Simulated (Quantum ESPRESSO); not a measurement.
**Kohn-Sham bands of BaHI (P4/nmm)**

```xyz
6
Lattice="4.7758 0.0000 0.0000 0.0000 4.7758 0.0000 0.0000 0.0000 7.8002" Properties=species:S:1:pos:R:3 pbc="T T T"
Ba     2.3879     0.0000    -1.3502
Ba     0.0000     2.3879     1.3502
H      2.3879     2.3879     0.0000
H      0.0000     0.0000     0.0000
I      0.0000     2.3879    -2.6554
I      2.3879     0.0000     2.6554
```

Materials Project entry mp-23862; symmetrised, unrelaxed at this level. COD (Crystallography Open Database) has an entry of this formula and space group (matched by these alone). Computed values, not measurements, from PBEsol: Quantum ESPRESSO (norm-conserving PseudoDojo potentials, cutoff 58 Ry, spinors with spin-orbit coupling) on a Γ-centred 4×4×4 mesh, then Wannier90. Density: 6×6×4 mesh, cold smearing 0.01 Ry.

Q: List the Kohn-Sham levels between −8 and 5.6 eV relative to the valence-band maximum at the high-symmetry points, as a band run of pw.x on that density gives them (levels within 2 meV counted together).

A: 
```json
[
 {"point": "Γ", "k (reciprocal lattice)": "0.000 0.000 0.000", "levels (eV)": "-3.11 (×2), -2.24 (×2), -2.08 (×2), -1.61 (×2), -1.44 (×2), -1.14 (×2), -1.02 (×2), -0.85 (×2), 2.96 (×2), 3.30 (×2), 3.62 (×2), 3.73 (×2), 4.08 (×2), 4.23 (×2), 4.87 (×2), 5.01 (×2), 5.19 (×2), 5.19 (×2)"},
 {"point": "X", "k (reciprocal lattice)": "0.000 0.500 0.000", "levels (eV)": "-3.02 (×4), -2.09 (×4), -1.65 (×4), -0.51 (×4), 3.48 (×4), 3.57 (×4), 3.98 (×4)"},
 {"point": "M", "k (reciprocal lattice)": "0.500 0.500 0.000", "levels (eV)": "-2.92 (×4), -2.03 (×4), -1.45 (×4), -1.09 (×4), 3.06 (×4)"},
 {"point": "Z", "k (reciprocal lattice)": "0.000 0.000 0.500", "levels (eV)": "-3.00 (×2), -2.96 (×2), -2.11 (×2), -1.67 (×2), -1.59 (×2), -1.43 (×2), -0.77 (×2), 0.00 (×2), 2.55 (×2), 3.57 (×2), 3.72 (×2), 3.80 (×2), 4.33 (×2), 4.98 (×2), 5.13 (×2), 5.21 (×2)"},
 {"point": "R", "k (reciprocal lattice)": "0.000 0.500 0.500", "levels (eV)": "-3.26 (×4), -2.01 (×4), -1.45 (×4), -0.83 (×4), 3.89 (×4), 4.13 (×4), 5.01 (×4), 5.13 (×4)"},
 {"point": "A", "k (reciprocal lattice)": "0.500 0.500 0.500", "levels (eV)": "-2.99 (×4), -2.21 (×4), -1.52 (×4), -1.00 (×4), 4.35 (×4), 5.49 (×4)"}
]
```
